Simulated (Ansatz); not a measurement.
Run on TiN (rocksalt type): DFT, PBEsol, all-electron LAPW, scalar-relativistic (Ansatz 0.2.0).

The cell comes from a relaxation on PAW files under the same functional, begun from a prototype that needn't be the stable phase.

Command: `ansatz run input.yaml --threads 1 --pin off --max-ram 2048MiB --backend cpu --events-out ev --progress --plain --runs-dir out` It took 16 s on 1 thread of Intel(R) Xeon(R) 6975P-C (Granite Rapids) (shared host), peak memory 0.54 GiB.

```yaml
crystal:
  lattice:
    - [0.0, 2.1022721977, 2.1022721977]
    - [2.1022721977, 0.0, 2.1022721977]
    - [2.1022721977, 2.1022721977, 0.0]
  atoms:
    - { symbol: Ti, position: [0.0, 0.0, 0.0] }
    - { symbol: "N", position: [0.5, 0.5, 0.5] }
kpoints:
  mp_grid: { grid: [17, 17, 17] }
  band_path:
    path:
      - [0.0, 0.0, 0.0]
      - [0.5, 0.0, 0.5]
      - [0.625, 0.25, 0.625]
      - [0.375, 0.375, 0.75]
      - [0.0, 0.0, 0.0]
      - [0.5, 0.5, 0.5]
      - [0.5, 0.25, 0.75]
      - [0.5, 0.0, 0.5]
    npoints: 14
scf:
  occupations: { method: fermi_dirac, width: 0.1 }
hamiltonian:
  xc: pbesol
  pseudopotentials: { kind: all_electron, lapw: { basis_error: 0.001 } }
output:
  forces: true
  stress: true
  eigenvalues: true
  populations: true
  dos: { projected: true, de: 0.2, e_range: [-14, 8] }
```

Output:

```
Ti: projections on atomic orbitals take those of the free atom 1s2 2s2 2p6 3s2 3p6 3d2 4s2, of charge +0.00 (hamiltonian.pseudopotentials.projection_atoms)
N: projections on atomic orbitals take those of the free atom 1s2 2s2 2p3, of charge +0.00 (hamiltonian.pseudopotentials.projection_atoms)
LAPW: plane waves up to 9.566 Å⁻¹, error target 1.0e-3 eV per atom; small_component_spin mean_spin; N in spheres of 0.946 Å, 7 of its electrons in bands, Dirac shells []; Ti in spheres of 1.156 Å, 18 of its electrons in bands, Dirac shells [] (how accurate: hamiltonian.pseudopotentials.lapw.basis_error, Limitations)
Engine: ansatz 0.2.0
Pseudopotentials: kind: all_electron
Pseudopotential: Ti, LAPW, valence charge 18, lapw/all_electron/scalar/gaussian/Ti, Koelling and Harmon's equation, gaussian nucleus
Pseudopotential: N, LAPW, valence charge 7, lapw/all_electron/scalar/gaussian/N, Koelling and Harmon's equation, gaussian nucleus
Functional definition: PBEsol
  exchange = pbesol_x
  correlation = pbesol_c
Crystal: 2 atoms, lattice volume = 18.582 Å³
Basis set: ecut = 348.6563284134993 eV, 283 PW (Γ), exchange–correlation at level 2
Bands: 17, of which v1, the nominal top of the filled ones, is band 13 counted from 1 (12 counted from 0)
Symmetry: 48 space group operations
Space group: Fm-3m (ITA 225), of the structure as read, at distance tolerance 2.6e-5 Å
k-points: 165 of 4913
Non-local potential: Ti, projectors of the file, none
Non-local potential: N, projectors of the file, none
Initial density: superposition of atomic densities (chi_scale 0.1, normalization cell, long waves kept (reshape's long-wave potential 0.00 eV rms))
Initial wavefunctions: plane waves of lowest kinetic energy (no species holds an atomic orbital)
Functional: x = pbesol(κ = 0.804, μ = 0.12345679012345678), c = pbesol(β = 0.046)
iter 1 solved again at ethr=1.95e-2 eV; its pass at ethr=1.00e-1 eV (dr2=4.87e0 eV) is discarded
SCF iter   1: F=—  HF=-24698.249904 eV  |F-HF|=—  |Δ(HF+E_count)|=         —  Δρ=1.51e-1  dr2=4.87e0  ethr=1.95e-2  ⟨swp⟩=2.0  Hψ=17914  notcnv=0
preconditioner: auto → none  [metal: Δε(μ)=0.010 eV  Ē_g=21.485 eV  σ=0.100 eV  W_gap=0.02  n_scr=8 (ndim 8)  ℏωp=33.4 eV  f_vac=0.000  D(μ)=0.78/eV (n_scr^D=8)  sad-step TF]
iter 2 solved again at ethr=6.01e-4 eV; its pass at ethr=1.95e-2 eV (dr2=1.50e-1 eV) is discarded
SCF iter   2: F=—  HF=-24696.366610 eV  |F-HF|=—  |Δ(HF+E_count)|=    1.88e0  Δρ=3.73e-2  dr2=1.50e-1  ethr=6.01e-4  ⟨swp⟩=2.0  Hψ=32135  notcnv=0
automatic band count: the SCF goes on with 21 bands, as 17 were too few: the levels above may hold too much charge
SCF iter   3: F=—  HF=-24696.065715 eV  |F-HF|=—  |Δ(HF+E_count)|=   3.01e-1  Δρ=1.97e-2  dr2=8.11e-2  ethr=6.01e-4  ⟨swp⟩=2.1  Hψ=10601  notcnv=0
SCF iter   4: F=—  HF=-24696.079922 eV  |F-HF|=—  |Δ(HF+E_count)|=         —  Δρ=1.32e-2  dr2=3.60e-2  ethr=3.24e-4  ⟨swp⟩=2.0  Hψ=9749  notcnv=0
the basis was enlarged: its passes take 77.5 KiB over the memory plan, 1 of 1 planned eigensolver slots
SCF iter   5: F=—  HF=-24696.055416 eV  |F-HF|=—  |Δ(HF+E_count)|=   2.45e-2  Δρ=3.48e-3  dr2=2.60e-3  ethr=1.44e-4  ⟨swp⟩=2.0  Hψ=8795  notcnv=0
SCF iter   6: F=—  HF=-24696.054052 eV  |F-HF|=—  |Δ(HF+E_count)|=   1.36e-3  Δρ=1.38e-4  dr2=3.79e-6  ethr=1.04e-5  ⟨swp⟩=2.0  Hψ=9267  notcnv=0
SCF iter   7: F=—  HF=-24696.054054 eV  |F-HF|=—  |Δ(HF+E_count)|=   1.23e-6  Δρ=2.73e-5  dr2=1.54e-7  ethr=1.51e-8  ⟨swp⟩=2.0  Hψ=9266  notcnv=0
SCF iter   8: F=-24696.054054 eV  HF=-24696.054054 eV  |F-HF|=9.09e-11  |Δ(HF+E_count)|=   5.92e-8  Δρ=5.33e-7  dr2=1.56e-11  ethr=6.17e-10  ⟨swp⟩=2.0  Hψ=9266  notcnv=0
SCF 1 converged in 8 iterations: F = -24696.054054 eV  dr2 = 1.56e-11
the search or the solves at the SCF's close seem to have found levels that the self-consistency loop had missed (the run counts 1). By its estimate they hold under 1e-12 electrons; where the run keeps them, the occupations were computed again with them
NSCF: frozen V_eff on 99 k-points
SCF converged after 8 iterations
Free energy (F): -24696.054054 eV
Harris-Foulkes:  -24696.054054 eV  (|F-HF|=9.09e-11)
Internal energy: -24696.027748 eV  (E = F + TS)
E sigma→0 (E₀):  -24696.040901 eV
Entropy (-TS):   -0.026305 eV (-13.153 meV/atom)
Fermi energy:    17.955619 eV
--- Per-component energies (eV) ---
  E_band       = -3318.009030
  E_kinetic    = 24912.172593
  E_xc         = -1305.789641
  E_electrostatic = -48302.410700  (all electrons and nuclei)
  E_smearing   = -0.026305  (= −TS)
  E_closure    = 0.000000  (closes the sum)
  E_atoms      = -24676.347147  (free atoms, spherical and without spin; not in F)
  Σ components = -24696.054054   (vs F -24696.054054, Δ=0.00e0)
  Basis errors (estimates in eV, not in F): energy 2.7e-4 per atom: plane waves 2.4e-4 (1.4e-4 summed), levels above the bands 1.8e-79, relativity 2.5e-8, radial functions 2.7e-5, core shells 1.1e-6; eigenvalues (radial functions only) 3.1e-5; not estimated: angular momenta, meshes, grids; target (lapw.basis_error) 1.0e-3; muffin-tin radii N 0.946 Å, Ti 1.156 Å
--- Forces (eV/Å), atoms counted from 1 ---
  atom   1  Ti    -0.00000000     0.00000000     0.00000000
  atom   2  N      0.00000000    -0.00000000    -0.00000000
  max |Σ_I F_I| component: 1.77e-30 eV/Å
--- Stress (GPa, compression-positive) ---
       -0.000740       0.000000      -0.000000
        0.000000      -0.000740      -0.000000
       -0.000000      -0.000000      -0.000740
  P = ⅓ Tr σ = -0.0007 GPa (-0.007 kbar)
--- Band table (eV; the first three rows and the last of 165) ---
  k-point 0: bands = ["-420.9091", "-420.9091", "-420.9091", "-357.7923", "-39.5738", "-15.6456", "-15.6456", "-15.6456", "0.7409", "15.9004", "15.9004", "15.9004", "17.3081", "17.3081", "17.3081", "18.5647", "18.5647", "23.6441", "31.0983", "37.9401", "37.9401"]
  k-point 1: bands = ["-420.9091", "-420.9091", "-420.9091", "-357.7923", "-39.5700", "-15.6717", "-15.6477", "-15.6477", "0.8131", "15.4790", "15.5829", "15.5829", "17.4196", "17.4196", "17.5339", "18.8901", "18.8901", "23.8309", "31.1678", "37.8426", "37.8490"]
  k-point 2: bands = ["-420.9091", "-420.9091", "-420.9091", "-357.7923", "-39.5593", "-15.7458", "-15.6537", "-15.6537", "1.0232", "14.6034", "14.9455", "14.9455", "17.6517", "17.6517", "17.8940", "19.6439", "19.6439", "24.3213", "31.2845", "37.5305", "37.5305"]
  k-point 164: bands = ["-420.9091", "-420.9091", "-420.9091", "-357.7923", "-39.4253", "-16.0888", "-16.0450", "-15.8924", "2.6974", "12.1496", "12.4431", "12.5962", "18.7122", "19.1418", "20.4959", "21.3177", "22.0674", "30.0013", "30.3117", "31.3789", "34.9413"]
--- Löwdin populations: 2 sites ---
  site symbol       q [e]
     0     Ti     21.1483
     1      N      7.7901
  spilling = 0.002126 (of n_electrons = 29.000000)
```

populations.tsv:

```
# site	symbol	l	j	q
# orbitals = lowdin
# n_electrons = 29.000000
# spilling = 0.002126
# projection_atom_Ti: 1s2 2s2 2p6 3s2 3p6 3d2 4s2
# projection_atom_N: 1s2 2s2 2p3
0	Ti	0_1S	-	1.999967
0	Ti	0_2S	-	1.998091
0	Ti	0_3S	-	1.949247
0	Ti	0_4S	-	0.420455
0	Ti	1_2P	-	5.999970
0	Ti	1_3P	-	5.990012
0	Ti	2_3D	-	2.790520
1	N	0_1S	-	1.996559
1	N	0_2S	-	1.546367
1	N	1_2P	-	4.247150
```

Next run (volume at 0.94 of the series' base cell), as changes to the input before:

```diff
   lattice:
-    - [0.0, 2.1022721977, 2.1022721977]
-    - [2.1022721977, 0.0, 2.1022721977]
-    - [2.1022721977, 2.1022721977, 0.0]
+    - [0.0, 2.0593566416, 2.0593566416]
+    - [2.0593566416, 0.0, 2.0593566416]
+    - [2.0593566416, 2.0593566416, 0.0]
   atoms:
   mp_grid: { grid: [17, 17, 17] }
-  band_path:
-    path:
-      - [0.0, 0.0, 0.0]
-      - [0.5, 0.0, 0.5]
-      - [0.625, 0.25, 0.625]
-      - [0.375, 0.375, 0.75]
-      - [0.0, 0.0, 0.0]
-      - [0.5, 0.5, 0.5]
-      - [0.5, 0.25, 0.75]
-      - [0.5, 0.0, 0.5]
-    npoints: 14
 scf:
   populations: true
-  dos: { projected: true, de: 0.2, e_range: [-14, 8] }
```

Command: `ansatz run input.yaml --threads 1 --pin off --max-ram 2048MiB --backend cpu --events-out ev --progress --plain --runs-dir out` It took 14 s on 1 thread of Intel(R) Xeon(R) 6975P-C (Granite Rapids) (shared host), peak memory 0.53 GiB.

Results part of the output:

```
SCF 1 converged in 8 iterations: F = -24695.984344 eV  dr2 = 4.12e-10
SCF converged after 8 iterations
Free energy (F): -24695.984344 eV
Harris-Foulkes:  -24695.984344 eV  (|F-HF|=7.09e-10)
Internal energy: -24695.960314 eV  (E = F + TS)
E sigma→0 (E₀):  -24695.972329 eV
Entropy (-TS):   -0.024030 eV (-12.015 meV/atom)
Fermi energy:    19.237115 eV
--- Per-component energies (eV) ---
  E_band       = -4309.233421
  E_kinetic    = 24918.916042
  E_xc         = -1307.432796
  E_electrostatic = -48307.443559  (all electrons and nuclei)
  E_smearing   = -0.024030  (= −TS)
  E_closure    = 0.000000  (closes the sum)
  E_atoms      = -24676.347147  (free atoms, spherical and without spin; not in F)
  Σ components = -24695.984344   (vs F -24695.984344, Δ=0.00e0)
  Basis errors (estimates in eV, not in F): energy 2.8e-4 per atom: plane waves 2.5e-4 (1.4e-4 summed), levels above the bands 8.6e-83, relativity 2.1e-8, radial functions 3.4e-5, core shells 4.8e-14; eigenvalues (radial functions only) 2.1e-5; not estimated: angular momenta, meshes, grids; target (lapw.basis_error) 1.0e-3; muffin-tin radii N 0.926 Å, Ti 1.133 Å
--- Forces (eV/Å), atoms counted from 1 ---
  atom   1  Ti    -0.00000000    -0.00000000     0.00000000
  atom   2  N      0.00000000    -0.00000000    -0.00000000
  max |Σ_I F_I| component: 1.51e-30 eV/Å
--- Stress (GPa, compression-positive) ---
       21.150015       0.000000       0.000000
        0.000000      21.150015       0.000000
        0.000000       0.000000      21.150015
  P = ⅓ Tr σ = 21.1500 GPa (211.500 kbar)
--- Band table (eV; the first three rows and the last of 165) ---
  k-point 0: bands = ["-511.7516", "-419.3749", "-419.3749", "-419.3749", "-356.4618", "-38.2042", "-14.2216", "-14.2216", "-14.2216", "1.6496", "17.1035", "17.1035", "17.1035", "18.5252", "18.5252", "18.5252", "19.9060", "19.9060", "25.6802", "32.5670", "40.0989", "40.0989"]
  k-point 1: bands = ["-511.7516", "-419.3749", "-419.3749", "-419.3749", "-356.4618", "-38.1992", "-14.2547", "-14.2241", "-14.2241", "1.7299", "16.6560", "16.7565", "16.7565", "18.6479", "18.6479", "18.7770", "20.2614", "20.2614", "25.8632", "32.6633", "39.9888", "40.0013"]
  k-point 2: bands = ["-511.7516", "-419.3749", "-419.3749", "-419.3749", "-356.4618", "-38.1851", "-14.3485", "-14.2314", "-14.2314", "1.9636", "15.7394", "16.0676", "16.0676", "18.9011", "18.9011", "19.1749", "21.0798", "21.0798", "26.3446", "32.8573", "39.6644", "39.6644"]
  k-point 164: bands = ["-511.7516", "-419.3749", "-419.3749", "-419.3749", "-356.4618", "-38.0089", "-14.7736", "-14.7186", "-14.5300", "3.7041", "13.2004", "13.5246", "13.6312", "20.0615", "20.5324", "22.0360", "23.0182", "23.7427", "31.8922", "32.2175", "33.6262", "37.2858"]
--- Löwdin populations: 2 sites ---
  site symbol       q [e]
     0     Ti     21.1816
     1      N      7.7591
  spilling = 0.002045 (of n_electrons = 29.000000)
```

Next run (volume at 0.88 of the series' base cell), as changes to the input before:

```diff
   lattice:
-    - [0.0, 2.0593566416, 2.0593566416]
-    - [2.0593566416, 0.0, 2.0593566416]
-    - [2.0593566416, 2.0593566416, 0.0]
+    - [0.0, 2.0145737506, 2.0145737506]
+    - [2.0145737506, 0.0, 2.0145737506]
+    - [2.0145737506, 2.0145737506, 0.0]
   atoms:
```

Command: `ansatz run input.yaml --threads 1 --pin off --max-ram 2048MiB --backend cpu --events-out ev --progress --plain --runs-dir out` It took 15 s on 1 thread of Intel(R) Xeon(R) 6975P-C (Granite Rapids) (shared host), peak memory 0.53 GiB.

Results part of the output:

```
SCF 1 converged in 8 iterations: F = -24695.741463 eV  dr2 = 4.70e-11
SCF converged after 8 iterations
Free energy (F): -24695.741463 eV
Harris-Foulkes:  -24695.741463 eV  (|F-HF|=7.28e-12)
Internal energy: -24695.719572 eV  (E = F + TS)
E sigma→0 (E₀):  -24695.730517 eV
Entropy (-TS):   -0.021891 eV (-10.946 meV/atom)
Fermi energy:    20.669599 eV
--- Per-component energies (eV) ---
  E_band       = -4269.475243
  E_kinetic    = 24927.003669
  E_xc         = -1309.312821
  E_electrostatic = -48313.410420  (all electrons and nuclei)
  E_smearing   = -0.021891  (= −TS)
  E_closure    = 0.000000  (closes the sum)
  E_atoms      = -24676.347147  (free atoms, spherical and without spin; not in F)
  Σ components = -24695.741463   (vs F -24695.741463, Δ=0.00e0)
  Basis errors (estimates in eV, not in F): energy 3.0e-4 per atom: plane waves 2.5e-4 (1.4e-4 summed), levels above the bands 1.4e-86, relativity 2.3e-8, radial functions 4.5e-5, core shells 5.5e-14; eigenvalues (radial functions only) 2.3e-5; not estimated: angular momenta, meshes, grids; target (lapw.basis_error) 1.0e-3; muffin-tin radii N 0.906 Å, Ti 1.109 Å
--- Forces (eV/Å), atoms counted from 1 ---
  atom   1  Ti    -0.00000000    -0.00000000     0.00000000
  atom   2  N      0.00000000     0.00000000     0.00000000
  max |Σ_I F_I| component: 9.86e-31 eV/Å
--- Stress (GPa, compression-positive) ---
       50.195623      -0.000000       0.000000
       -0.000000      50.195623       0.000000
        0.000000       0.000000      50.195623
  P = ⅓ Tr σ = 50.1956 GPa (501.956 kbar)
--- Band table (eV; the first three rows and the last of 165) ---
  k-point 0: bands = ["-510.0240", "-417.6427", "-417.6427", "-417.6427", "-354.9679", "-36.6856", "-12.6270", "-12.6270", "-12.6270", "2.7025", "18.4615", "18.4615", "18.4615", "19.8824", "19.8824", "19.8824", "21.4067", "21.4067", "27.9807", "34.2012", "42.5299", "42.5299"]
  k-point 1: bands = ["-510.0240", "-417.6427", "-417.6427", "-417.6427", "-354.9679", "-36.6791", "-12.6694", "-12.6300", "-12.6300", "2.7928", "17.9818", "18.0790", "18.0790", "20.0182", "20.0182", "20.1659", "21.7977", "21.7977", "28.1598", "34.3266", "42.4052", "42.4242"]
  k-point 2: bands = ["-510.0240", "-417.6427", "-417.6427", "-417.6427", "-354.9679", "-36.6603", "-12.7895", "-12.6387", "-12.6387", "3.0549", "17.0187", "17.3303", "17.3303", "20.2954", "20.2954", "20.6072", "22.6912", "22.6912", "28.6307", "34.6057", "42.0638", "42.0638"]
  k-point 164: bands = ["-510.0240", "-417.6427", "-417.6427", "-417.6427", "-354.9679", "-36.4255", "-13.3211", "-13.2512", "-13.0164", "4.8471", "14.3861", "14.7645", "14.8225", "21.5737", "22.0910", "23.7672", "24.9405", "25.6341", "34.0158", "34.3601", "36.1621", "39.9325"]
--- Löwdin populations: 2 sites ---
  site symbol       q [e]
     0     Ti     21.2197
     1      N      7.7230
  spilling = 0.001975 (of n_electrons = 29.000000)
```

Next run (volume at 0.8 of the series' base cell), as changes to the input before:

```diff
   lattice:
-    - [0.0, 2.0145737506, 2.0145737506]
-    - [2.0145737506, 0.0, 2.0145737506]
-    - [2.0145737506, 2.0145737506, 0.0]
+    - [0.0, 1.9515766316, 1.9515766316]
+    - [1.9515766316, 0.0, 1.9515766316]
+    - [1.9515766316, 1.9515766316, 0.0]
   atoms:
```

Results part of the output:

```
SCF 1 converged in 8 iterations: F = -24695.031850 eV  dr2 = 9.09e-10
SCF converged after 8 iterations
Free energy (F): -24695.031850 eV
Harris-Foulkes:  -24695.031850 eV  (|F-HF|=1.48e-9)
Internal energy: -24695.012569 eV  (E = F + TS)
E sigma→0 (E₀):  -24695.022210 eV
Entropy (-TS):   -0.019281 eV (-9.641 meV/atom)
Fermi energy:    22.866965 eV
--- Per-component energies (eV) ---
  E_band       = -4208.044555
  E_kinetic    = 24940.489688
  E_xc         = -1312.275182
  E_electrostatic = -48323.227076  (all electrons and nuclei)
  E_smearing   = -0.019281  (= −TS)
  E_closure    = 0.000000  (closes the sum)
  E_atoms      = -24676.347147  (free atoms, spherical and without spin; not in F)
  Σ components = -24695.031850   (vs F -24695.031850, Δ=0.00e0)
  Basis errors (estimates in eV, not in F): energy 3.0e-4 per atom: plane waves 2.6e-4 (1.5e-4 summed), levels above the bands 2.8e-92, relativity 2.3e-8, radial functions 3.8e-5, core shells 6.7e-14; eigenvalues (radial functions only) 2.7e-5; not estimated: angular momenta, meshes, grids; target (lapw.basis_error) 1.0e-3; muffin-tin radii N 0.878 Å, Ti 1.074 Å
--- Forces (eV/Å), atoms counted from 1 ---
  atom   1  Ti    -0.00000000     0.00000000     0.00000000
  atom   2  N      0.00000000    -0.00000000    -0.00000000
  max |Σ_I F_I| component: 1.45e-30 eV/Å
--- Stress (GPa, compression-positive) ---
      106.875666       0.000000       0.000000
        0.000000     106.875666      -0.000000
        0.000000      -0.000000     106.875666
  P = ⅓ Tr σ = 106.8757 GPa (1068.757 kbar)
--- Band table (eV; the first three rows and the last of 165) ---
  k-point 0: bands = ["-507.3439", "-414.9552", "-414.9552", "-414.9552", "-352.6676", "-34.3895", "-10.1774", "-10.1774", "-10.1774", "4.4006", "20.5698", "20.5698", "20.5698", "21.9568", "21.9568", "21.9568", "23.7102", "23.7102", "31.5527", "36.6935", "46.2932", "46.2932"]
  k-point 1: bands = ["-507.3439", "-414.9552", "-414.9552", "-414.9552", "-352.6676", "-34.3798", "-10.2377", "-10.1813", "-10.1813", "4.5082", "20.0343", "20.1277", "20.1277", "22.1144", "22.1144", "22.2951", "24.1601", "24.1601", "31.7258", "36.8622", "46.1453", "46.1734"]
  k-point 2: bands = ["-507.3439", "-414.9552", "-414.9552", "-414.9552", "-352.6676", "-34.3520", "-10.4075", "-10.1926", "-10.1926", "4.8184", "18.9987", "19.2826", "19.2826", "22.4286", "22.4286", "22.8050", "25.1747", "25.1747", "32.1796", "37.2689", "45.7718", "45.7718"]
  k-point 164: bands = ["-507.3439", "-414.9552", "-414.9552", "-414.9552", "-352.6676", "-34.0002", "-11.1349", "-11.0375", "-10.7190", "6.6393", "16.2073", "16.7297", "16.7398", "23.9017", "24.4894", "26.4398", "27.9284", "28.5727", "37.2924", "37.6699", "40.0960", "44.0395"]
--- Löwdin populations: 2 sites ---
  site symbol       q [e]
     0     Ti     21.2797
     1      N      7.6651
  spilling = 0.001902 (of n_electrons = 29.000000)
```

Next run (volume at 0.72 of the series' base cell), as changes to the input before:

```diff
   lattice:
-    - [0.0, 1.9515766316, 1.9515766316]
-    - [1.9515766316, 0.0, 1.9515766316]
-    - [1.9515766316, 1.9515766316, 0.0]
+    - [0.0, 1.884226521, 1.884226521]
+    - [1.884226521, 0.0, 1.884226521]
+    - [1.884226521, 1.884226521, 0.0]
   atoms:
```

Command: `ansatz run input.yaml --threads 1 --pin off --max-ram 2048MiB --backend cpu --events-out ev --progress --plain --runs-dir out` It took 12 s on 1 thread of Intel(R) Xeon(R) 6975P-C (Granite Rapids) (shared host), peak memory 0.49 GiB.

Results part of the output:

```
SCF 1 converged in 7 iterations: F = -24693.660285 eV  dr2 = 9.02e-9
SCF converged after 7 iterations
Free energy (F): -24693.660285 eV
Harris-Foulkes:  -24693.660285 eV  (|F-HF|=1.66e-8)
Internal energy: -24693.643265 eV  (E = F + TS)
E sigma→0 (E₀):  -24693.651775 eV
Entropy (-TS):   -0.017020 eV (-8.510 meV/atom)
Fermi energy:    25.483559 eV
--- Per-component energies (eV) ---
  E_band       = -4134.365558
  E_kinetic    = 24958.125630
  E_xc         = -1315.905677
  E_electrostatic = -48335.863218  (all electrons and nuclei)
  E_smearing   = -0.017020  (= −TS)
  E_closure    = 0.000000  (closes the sum)
  E_atoms      = -24676.347147  (free atoms, spherical and without spin; not in F)
  Σ components = -24693.660285   (vs F -24693.660285, Δ=0.00e0)
  Basis errors (estimates in eV, not in F): energy 3.1e-4 per atom: plane waves 2.7e-4 (1.5e-4 summed), levels above the bands 2.2e-41, relativity 2.7e-8, radial functions 3.2e-5, core shells 8.2e-14; eigenvalues (radial functions only) 2.2e-6; not estimated: angular momenta, meshes, grids; target (lapw.basis_error) 1.0e-3; muffin-tin radii N 0.847 Å, Ti 1.037 Å
--- Forces (eV/Å), atoms counted from 1 ---
  atom   1  Ti    -0.00000000    -0.00000000     0.00000000
  atom   2  N      0.00000000     0.00000000     0.00000000
  max |Σ_I F_I| component: 4.60e-31 eV/Å
--- Stress (GPa, compression-positive) ---
      195.488520      -0.000000       0.000000
       -0.000000     195.488520      -0.000000
        0.000000      -0.000000     195.488520
  P = ⅓ Tr σ = 195.4885 GPa (1954.885 kbar)
--- Band table (eV; the first three rows and the last of 165) ---
  k-point 0: bands = ["-504.1151", "-411.7168", "-411.7168", "-411.7168", "-349.9252", "-31.7230", "-7.2600", "-7.2600", "-7.2600", "6.5643", "23.1152", "23.1152", "23.1152", "24.4141", "24.4141", "24.4141", "26.4526", "26.4526"]
  k-point 1: bands = ["-504.1151", "-411.7168", "-411.7168", "-411.7168", "-349.9252", "-31.7084", "-7.3477", "-7.2652", "-7.2652", "6.6955", "22.5023", "22.5936", "22.5936", "24.6000", "24.6000", "24.8288", "26.9795", "26.9795"]
  k-point 2: bands = ["-504.1151", "-411.7168", "-411.7168", "-411.7168", "-349.9252", "-31.6660", "-7.5929", "-7.2799", "-7.2799", "7.0705", "21.3803", "21.6275", "21.6275", "24.9586", "24.9586", "25.4226", "28.1465", "28.1465"]
  k-point 164: bands = ["-504.1151", "-411.7168", "-411.7168", "-411.7168", "-349.9252", "-31.1245", "-8.6080", "-8.4699", "-8.0319", "8.8378", "18.3681", "19.1670", "19.1713", "26.6873", "27.3565", "29.6443", "31.5371", "32.1299"]
--- Löwdin populations: 2 sites ---
  site symbol       q [e]
     0     Ti     21.3529
     1      N      7.5930
  spilling = 0.001864 (of n_electrons = 29.000000)
```
